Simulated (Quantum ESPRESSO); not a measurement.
AgNb3In4, one run as intended and one with a planted mistake

Computed values, not a measurement. The program is pw.x of Quantum ESPRESSO 7.5 (plane-wave density functional theory). The cell is made up: eight metal atoms on a face-centred cubic lattice, with elements, volume, strain and displacements drawn at random and not relaxed, so it may be unstable or far from any real phase. PseudoDojo standard norm-conserving files set the functional (PBE unless stated); there is no spin polarisation or spin-orbit coupling, the Fermi-Dirac width of 0.25 eV means electrons at about 2900 K, and the masses in the input are unused placeholders. A spin test at this wide smearing found no moment, but such smearing suppresses magnetism that the real alloy may have.

Intended input:

```
&control calculation='scf', pseudo_dir='./dojo.nc.sr.pbe.v0_5.standard.upf', outdir='./o', disk_io='minimal', tprnfor=.true., tstress=.true. /
&system ibrav=0, nat=8, ntyp=3, nbnd=67, ecutwfc=82.02448710, nosym=.true., tot_charge=0,
 occupations='smearing', smearing='fd', degauss=0.0183746611
/
&electrons conv_thr=1.470e-08, electron_maxstep=70, mixing_beta=0.5 /
ATOMIC_SPECIES
Ag 1.0 Ag.upf
In 1.0 In.upf
Nb 1.0 Nb.upf
CELL_PARAMETERS angstrom
-4.4386 0.0283 -0.0273
-2.2046 -4.4627 -2.2189
-2.15 -4.5162 6.709
ATOMIC_POSITIONS angstrom
Ag -0.0101 0.0494 -0.0146
Nb -2.1518 -4.4435 2.2462
Nb -2.1705 -2.2687 -0.0323
In -4.4683 -6.7299 2.3146
In -4.3008 -4.4709 4.5328
In -4.364 -4.4878 0.0
In -4.3963 -2.198 2.1873
Nb -6.4822 -6.7046 4.5158
K_POINTS automatic
6 5 3 1 1 1
```

The log is shortened where brackets say so; the opening notice, blank lines, dates and the lines on written files are dropped, and the path of the files is cut. It prints rydbergs, bohrs and kilobars, and counts compression as positive stress. Its total energy is the free energy E - TS of the whole cell.

Log of the intended run:

```
     Program PWSCF v.7.5
     Parallel version (MPI & OpenMP), running on       4 processor cores
     Number of MPI processes:                 4
     Threads/MPI process:                     1
     [start-up lines left out]
     bravais-lattice index     =            0
     lattice parameter (alat)  =       8.3881  a.u.
     unit-cell volume          =    1200.6348 (a.u.)^3
     number of atoms/cell      =            8
     number of atomic types    =            3
     number of electrons       =       110.00
     number of Kohn-Sham states=           67
     kinetic-energy cutoff     =      82.0245  Ry
     charge density cutoff     =     328.0979  Ry
     scf convergence threshold =      1.5E-08
     mixing beta               =       0.5000
     number of iterations used =            8  plain     mixing
     Exchange-correlation= PBE
                           (   1   4   3   4   0   0   0)
     [axes and pseudopotential details left out]
   Cartesian axes
     site n.     atom                  positions (alat units)
         1        Ag     tau(   1) = (  -0.0022754   0.0111292  -0.0032892  )
         2        Nb     tau(   2) = (  -0.4847735  -1.0010647   0.5060406  )
         3        Nb     tau(   3) = (  -0.4889864  -0.5111096  -0.0072768  )
         4        In     tau(   4) = (  -1.0066518  -1.5161618   0.5214503  )
         5        In     tau(   5) = (  -0.9689162  -1.0072375   1.0211828  )
         6        In     tau(   6) = (  -0.9831543  -1.0110449   0.0000000  )
         7        In     tau(   7) = (  -0.9904311  -0.4951818   0.4927712  )
         8        Nb     tau(   8) = (  -1.4603581  -1.5104621   1.0173530  )
     number of k points=    45  Fermi-Dirac smearing, width (Ry)=  0.0184
                       cart. coord. in units 2pi/alat
        k(    1) = (  -0.0840157  -0.0744734   0.0332129), wk =   0.0444444
        k(    2) = (  -0.0809449   0.0883359  -0.2972837), wk =   0.0444444
     [further k points left out]
     Dense  grid:   120565 G-vectors     FFT dimensions: (  50,  60,  96)
     Estimated max dynamical RAM per process >     377.47 MB
     Estimated total dynamical RAM >       1.39 GB
     Initial potential from superposition of free atoms
     starting charge     109.9770, renormalised to     110.0000
     Starting wfcs are   76 randomized atomic wfcs
     total cpu time spent up to now is        4.4 secs
     per-process dynamical memory:   299.0 Mb
     Self-consistent Calculation
     iteration #  1     ecut=    82.02 Ry     beta= 0.50
     Davidson diagonalization with overlap
     ethr =  1.00E-02,  avg # of iterations =  2.6
     Threshold (ethr) on eigenvalues was too large:
     Diagonalizing with lowered threshold
     Davidson diagonalization with overlap
     ethr =  5.48E-04,  avg # of iterations =  2.7
     total cpu time spent up to now is       19.5 secs
     total energy              =   -1215.02429161 Ry
     estimated scf accuracy    <       0.68317182 Ry
     iteration #  2     ecut=    82.02 Ry     beta= 0.50
     Davidson diagonalization with overlap
     ethr =  6.21E-04,  avg # of iterations =  3.1
     total cpu time spent up to now is       28.2 secs
     total energy              =   -1214.71115803 Ry
     estimated scf accuracy    <       3.38510481 Ry
     [iterations 3 to 13 left out]
     iteration # 14     ecut=    82.02 Ry     beta= 0.50
     Davidson diagonalization with overlap
     ethr =  2.19E-11,  avg # of iterations =  2.5
     total cpu time spent up to now is      122.9 secs
     total energy              =   -1215.23592737 Ry
     estimated scf accuracy    <       0.00000013 Ry
     iteration # 15     ecut=    82.02 Ry     beta= 0.50
     Davidson diagonalization with overlap
     ethr =  2.19E-11,  avg # of iterations =  2.0
     total cpu time spent up to now is      130.1 secs
     End of self-consistent calculation
     [lines on levels left out]
!    total energy              =   -1215.23592737 Ry
     estimated scf accuracy    <          1.3E-09 Ry
     smearing contrib. (-TS)   =      -0.11515390 Ry
     internal energy E=F+TS    =   -1215.12077347 Ry
     The total energy is F=E-TS. E is the sum of the following terms:
     one-electron contribution =    -353.15773285 Ry
     hartree contribution      =     248.29508063 Ry
     xc contribution           =    -284.58674670 Ry
     ewald contribution        =    -825.67137455 Ry
     convergence has been achieved in  15 iterations
     Forces acting on atoms (cartesian axes, Ry/au):
     atom    1 type  1   force =     0.00797151   -0.00565120    0.00239297
     atom    2 type  3   force =    -0.00017862   -0.00072907    0.00010070
     atom    3 type  3   force =     0.00019661   -0.00675621   -0.02075350
     atom    4 type  2   force =     0.02333765    0.01036257    0.00336303
     atom    5 type  2   force =    -0.01048623   -0.02382804    0.00599867
     atom    6 type  2   force =    -0.00321827    0.02204803   -0.01289698
     atom    7 type  2   force =    -0.00203233   -0.00541524   -0.00792097
     atom    8 type  3   force =    -0.01559032    0.00996916    0.02971608
     Total force =     0.062767     Total SCF correction =     0.000218
     Computing stress (Cartesian axis) and pressure
          total   stress  (Ry/bohr**3)                   (kbar)     P=      -69.95
  -0.00062240   0.00002610  -0.00003856          -91.56        3.84       -5.67
   0.00002610  -0.00038657   0.00019567            3.84      -56.87       28.78
  -0.00003856   0.00019567  -0.00041746           -5.67       28.78      -61.41
     init_run     :      4.21s CPU      4.35s WALL (       1 calls)
     electrons    :    125.22s CPU    125.70s WALL (       1 calls)
     forces       :      1.34s CPU      1.35s WALL (       1 calls)
     stress       :      4.46s CPU      4.54s WALL (       1 calls)
     [timing details left out]
     PWSCF        :   2m15.31s CPU   2m16.05s WALL
     JOB DONE.
```

A second run has one planted mistake: the cell and the positions are scaled by a wrong factor. The input lines that differ:

```
- -4.4386 0.0283 -0.0273
- -2.2046 -4.4627 -2.2189
- -2.15 -4.5162 6.709
+ -4.368 0.0279 -0.0269
+ -2.1695 -4.3917 -2.1836
+ -2.1158 -4.4444 6.6023
- Ag -0.0101 0.0494 -0.0146
- Nb -2.1518 -4.4435 2.2462
- Nb -2.1705 -2.2687 -0.0323
- In -4.4683 -6.7299 2.3146
- In -4.3008 -4.4709 4.5328
- In -4.364 -4.4878 0.0
- In -4.3963 -2.198 2.1873
- Nb -6.4822 -6.7046 4.5158
+ Ag -0.0099 0.0486 -0.0144
+ Nb -2.1176 -4.3728 2.2105
+ Nb -2.136 -2.2326 -0.0318
+ In -4.3973 -6.6229 2.2778
+ In -4.2324 -4.3998 4.4607
+ In -4.2946 -4.4164 0.0
+ In -4.3264 -2.1631 2.1525
+ Nb -6.3791 -6.598 4.444
```

Its log:

```
     Program PWSCF v.7.5
     Parallel version (MPI & OpenMP), running on       4 processor cores
     Number of MPI processes:                 4
     Threads/MPI process:                     1
     [start-up lines left out]
     bravais-lattice index     =            0
     lattice parameter (alat)  =       8.2546  a.u.
     unit-cell volume          =    1144.2557 (a.u.)^3
     number of atoms/cell      =            8
     number of atomic types    =            3
     number of electrons       =       110.00
     number of Kohn-Sham states=           67
     kinetic-energy cutoff     =      82.0245  Ry
     charge density cutoff     =     328.0979  Ry
     scf convergence threshold =      1.5E-08
     mixing beta               =       0.5000
     number of iterations used =            8  plain     mixing
     Exchange-correlation= PBE
                           (   1   4   3   4   0   0   0)
     [axes and pseudopotential details left out]
   Cartesian axes
     site n.     atom                  positions (alat units)
         1        Ag     tau(   1) = (  -0.0022664   0.0111259  -0.0032966  )
         2        Nb     tau(   2) = (  -0.4847795  -1.0010595   0.5060469  )
         3        Nb     tau(   3) = (  -0.4889917  -0.5111063  -0.0072799  )
         4        In     tau(   4) = (  -1.0066683  -1.5161720   0.5214538  )
         5        In     tau(   5) = (  -0.9689179  -1.0072406   1.0211823  )
         6        In     tau(   6) = (  -0.9831573  -1.0110408   0.0000000  )
         7        In     tau(   7) = (  -0.9904372  -0.4951957   0.4927691  )
         8        Nb     tau(   8) = (  -1.4603592  -1.5104717   1.0173592  )
     number of k points=    45  Fermi-Dirac smearing, width (Ry)=  0.0184
                       cart. coord. in units 2pi/alat
        k(    1) = (  -0.0840168  -0.0744734   0.0332121), wk =   0.0444444
        k(    2) = (  -0.0809416   0.0883333  -0.2972833), wk =   0.0444444
     [further k points left out]
     Dense  grid:   114867 G-vectors     FFT dimensions: (  48,  60,  90)
     Estimated max dynamical RAM per process >     358.91 MB
     Estimated total dynamical RAM >       1.32 GB
     Initial potential from superposition of free atoms
     starting charge     109.9770, renormalised to     110.0000
     Starting wfcs are   76 randomized atomic wfcs
     total cpu time spent up to now is        4.3 secs
     per-process dynamical memory:   284.1 Mb
     Self-consistent Calculation
     iteration #  1     ecut=    82.02 Ry     beta= 0.50
     Davidson diagonalization with overlap
     ethr =  1.00E-02,  avg # of iterations =  2.7
     Threshold (ethr) on eigenvalues was too large:
     Diagonalizing with lowered threshold
     Davidson diagonalization with overlap
     ethr =  5.29E-04,  avg # of iterations =  2.6
     total cpu time spent up to now is       19.7 secs
     total energy              =   -1215.05336983 Ry
     estimated scf accuracy    <       0.66020056 Ry
     iteration #  2     ecut=    82.02 Ry     beta= 0.50
     Davidson diagonalization with overlap
     ethr =  6.00E-04,  avg # of iterations =  3.0
     total cpu time spent up to now is       28.4 secs
     total energy              =   -1214.76855358 Ry
     estimated scf accuracy    <       3.13141096 Ry
     [iterations 3 to 13 left out]
     iteration # 14     ecut=    82.02 Ry     beta= 0.50
     Davidson diagonalization with overlap
     ethr =  2.70E-11,  avg # of iterations =  2.3
     total cpu time spent up to now is      125.7 secs
     total energy              =   -1215.25593677 Ry
     estimated scf accuracy    <       0.00000002 Ry
     iteration # 15     ecut=    82.02 Ry     beta= 0.50
     Davidson diagonalization with overlap
     ethr =  2.19E-11,  avg # of iterations =  1.4
     total cpu time spent up to now is      132.5 secs
     End of self-consistent calculation
     [lines on levels left out]
!    total energy              =   -1215.25593677 Ry
     estimated scf accuracy    <          7.3E-10 Ry
     smearing contrib. (-TS)   =      -0.10871347 Ry
     internal energy E=F+TS    =   -1215.14722330 Ry
     The total energy is F=E-TS. E is the sum of the following terms:
     one-electron contribution =    -332.69046163 Ry
     hartree contribution      =     241.38849620 Ry
     xc contribution           =    -284.83075794 Ry
     ewald contribution        =    -839.01449993 Ry
     convergence has been achieved in  15 iterations
     Forces acting on atoms (cartesian axes, Ry/au):
     atom    1 type  1   force =     0.01020796   -0.00743134    0.00283835
     atom    2 type  3   force =    -0.00046385   -0.00179322    0.00125377
     atom    3 type  3   force =     0.00061970   -0.00585014   -0.02010422
     atom    4 type  2   force =     0.02843076    0.01117257    0.00217725
     atom    5 type  2   force =    -0.01262241   -0.02409812    0.00554862
     atom    6 type  2   force =    -0.00409384    0.02162252   -0.01434745
     atom    7 type  2   force =    -0.00215680   -0.00470375   -0.00760998
     atom    8 type  3   force =    -0.01992152    0.01108150    0.03024364
     Total force =     0.067299     Total SCF correction =     0.000127
     Computing stress (Cartesian axis) and pressure
          total   stress  (Ry/bohr**3)                   (kbar)     P=      -33.47
  -0.00039609   0.00003173  -0.00004792          -58.27        4.67       -7.05
   0.00003173  -0.00013135   0.00022385            4.67      -19.32       32.93
  -0.00004792   0.00022385  -0.00015506           -7.05       32.93      -22.81
     init_run     :      4.10s CPU      4.25s WALL (       1 calls)
     electrons    :    127.75s CPU    128.21s WALL (       1 calls)
     forces       :      1.28s CPU      1.29s WALL (       1 calls)
     stress       :      4.29s CPU      4.30s WALL (       1 calls)
     [timing details left out]
     PWSCF        :   2m17.50s CPU   2m18.14s WALL
     JOB DONE.
```

```
                                            intended run  run with the mistake
                          free energy (eV)    -16534.127            -16534.399
         entropy term -TS, part of it (eV)        -1.567                -1.479
                            pressure (GPa)         -6.99                 -3.35
size of the largest force component (eV/Å)         0.764                 0.778
largest change of a force component (eV/Å)                               0.131
                                iterations            15                    15
```

For scale, a rerun of the intended cell at a higher cutoff and on a denser mesh moved values by no more than 0.003 eV in energy, 0.05 GPa in stress and 0.005 eV/Å in force, and a second program with other atomic files agreed on that cell to 2 % rms in force and 0.5 GPa in pressure.